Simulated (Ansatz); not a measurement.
The start is a generated trial cell of Pb in the trigonal-Se structure type. Cell shape, volume and atoms are optimised at zero target pressure with PBEsol (plane waves to 420 eV, PAW, scalar-relativistic; Ansatz, a first-principles code). The first steps use a coarse 7×7×5 k-mesh.

Initial structure:
```
Pb
1.0
    5.52277     0.00000     0.00000
   -2.76139     4.78286     0.00000
    0.00000     0.00000     6.26577
Pb
3
Direct
  0.22540   0.00000   0.83333
  0.00000   0.22540   0.16667
  0.77460   0.77460   0.50000
```

Q: Which atoms feel the largest initial force, and how large is it?

A: 0.47 eV/Å, on Pb1, Pb2, Pb3 (atoms numbered as listed).

Q: By how much does the energy per atom fall from start to end?

A: 0.68 eV/atom.

Q: What band gap does the relaxed structure have at this level?

A: Zero (metallic).

Q: Write out the relaxed structure.

A: 
```cif
data_Pb3
_chemical_formula_sum 'Pb3'
_space_group_name_H-M_alt 'R-3m :H'
_space_group_IT_number 166
_space_group_name_Hall '-R 3 2"'
_cell_length_a 4.62899
_cell_length_b 4.62899
_cell_length_c 5.20572
_cell_angle_alpha 90.000
_cell_angle_beta 90.000
_cell_angle_gamma 120.000
loop_
_atom_site_label
_atom_site_type_symbol
_atom_site_symmetry_multiplicity
_atom_site_Wyckoff_symbol
_atom_site_fract_x
_atom_site_fract_y
_atom_site_fract_z
_atom_site_occupancy
Pb1 Pb 3 b 0.00000 0.00000 0.50000 1
```
(The calculation used a cell of 1 atom; values per cell refer to that cell.)

Final values are on a 15×15×15 k-mesh of the relaxed cell. No spin polarisation in the result.

The run could not lose the symmetry of its start, so the end can be a saddle point.

The relaxed structure here is a generated cell of Pb: the first start was made by placing the elements on the sites of a structure type, and the end was not matched to a known phase here, so it may be hypothetical. Known forms of Pb include space group No. 225.
